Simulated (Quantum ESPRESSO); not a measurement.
**Kohn-Sham bands of PbS (Pnma)**

```yaml
crystal:
  lattice:
    - [12.02784, 0.00000, 0.00000]
    - [0.00000, 4.22497, 0.00000]
    - [0.00000, 0.00000, 4.27502]
  atoms:
    - { symbol: Pb, position: [0.87135, 0.25000, 0.16490] }
    - { symbol: Pb, position: [0.12865, 0.75000, 0.83510] }
    - { symbol: Pb, position: [0.62865, 0.75000, 0.66490] }
    - { symbol: Pb, position: [0.37135, 0.25000, 0.33510] }
    - { symbol: S, position: [0.64360, 0.25000, 0.10791] }
    - { symbol: S, position: [0.35640, 0.75000, 0.89209] }
    - { symbol: S, position: [0.85640, 0.75000, 0.60791] }
    - { symbol: S, position: [0.14360, 0.25000, 0.39209] }
```

Materials Project entry mp-1078500; symmetrised, unrelaxed at this level. Not found in the COD (Crystallography Open Database) copy used, which has the formula in other groups; not checked further. Method: PBEsol plane waves in Quantum ESPRESSO 7.5 (PseudoDojo norm-conserving files, 50 Ry, no spin polarisation, no spin-orbit coupling), Bloch states on a 4×6×6 mesh through Γ, Wannier90 4.0.1. Density: 4×8×8 mesh, Gaussian smearing 0.01 Ry. Spin-orbit coupling is left out although heavy elements are present.

Question: List the Kohn-Sham levels between −8 and 4.1 eV relative to the valence-band maximum at the high-symmetry points, as a band run of pw.x on that density gives them (levels within 2 meV counted together).

Answer: 
```tsv
point	k (reciprocal lattice)	levels (eV)
Γ	0.000 0.000 0.000	-7.36, -6.91, -5.96, -5.75, -4.32, -2.84, -2.70, -2.58, -2.50, -2.12, -1.89, -1.66, -1.48, -1.38, -0.89, -0.48, 1.48, 3.98
X	0.500 0.000 0.000	-7.19 (×2), -5.83 (×2), -3.43 (×2), -2.70 (×2), -2.54 (×2), -1.67 (×2), -1.65 (×2), -0.51 (×2), 3.01 (×2), 3.94 (×2)
S	0.500 0.500 0.000	-7.93 (×4), -2.16 (×4), -1.41 (×4), -0.39 (×4), 1.61 (×4), 2.97 (×4), 3.91 (×4)
Y	0.000 0.500 0.000	-7.68 (×2), -2.87 (×2), -1.45 (×2), -1.43 (×2), -1.22 (×2), -0.35 (×4), 1.33 (×2), 1.66 (×2), 2.58 (×2), 3.01 (×2), 3.38 (×2)
Z	0.000 0.000 0.500	-7.44 (×2), -2.90 (×2), -1.49 (×2), -1.25 (×2), -1.20 (×2), -0.45 (×2), -0.23 (×2), 1.31 (×2), 1.82 (×2), 2.46 (×2), 2.81 (×2), 3.32 (×2)
U	0.500 0.000 0.500	-7.55 (×2), -2.31 (×2), -2.03 (×2), -1.48 (×2), -1.26 (×2), -0.36 (×2), -0.26 (×2), 1.48 (×2), 1.81 (×2), 2.51 (×2), 3.21 (×2), 3.25 (×2)
R	0.500 0.500 0.500	-7.19 (×4), -4.22 (×4), -3.07 (×4), -1.58 (×4), 3.54 (×4)
T	0.000 0.500 0.500	-7.37 (×2), -6.98 (×2), -4.42 (×2), -4.00 (×2), -3.30 (×2), -2.74 (×2), -2.31 (×2), -0.89 (×2), 2.99 (×2), 3.93 (×2)
```
